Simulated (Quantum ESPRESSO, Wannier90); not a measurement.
Wannierisation of BeTe (zinc blende)

```yaml
crystal:
  lattice:
    - [0.00000, 2.83146, 2.83146]
    - [2.83146, 0.00000, 2.83146]
    - [2.83146, 2.83146, 0.00000]
  atoms:
    - { symbol: Be, position: [0.00000, 0.00000, 0.00000] }
    - { symbol: Te, position: [0.25000, 0.25000, 0.25000] }
```

Materials Project entry mp-252; symmetrised, unrelaxed at this level. COD (Crystallography Open Database) has an entry of this formula and space group (matched by these alone). Method: PBEsol plane waves in Quantum ESPRESSO 7.5 (PseudoDojo norm-conserving files, 71 Ry, no spin polarisation, no spin-orbit coupling), Bloch states on a 8×8×8 mesh through Γ, Wannier90 4.0.1. Density: 10×10×10 mesh, cold smearing 0.01 Ry. Spin-orbit coupling is left out although heavy elements are present.

Functional, cutoff and mesh named above are those of the base row (PBEsol); the first column says what each row takes instead. Model: 4 functions from bands 7-10, start SCDM (isolated) (the valence bands). Energies are relative to the valence-band maximum; the misfit is to pw.x on a path, for all bands of the set. The functional changes, each with its own PseudoDojo files and their cutoffs, on the same cell. Ω_total can sit in another minimum from row to row; Ω_I of an isolated set cannot.

| functional | Ω_I (Å²) | Ω_total (Å²) | rms misfit (meV) | gap (eV) | bottom of band 7 (eV) |
|---|---|---|---|---|---|
| LDA | 7.04 | 7.78 | 5.1 | 1.93 | -12.24 |
| PBE | 7.00 | 7.73 | 5.0 | 2.03 | -12.19 |
| PBEsol | 7.06 | 7.80 | 5.2 | 1.91 | -12.23 |
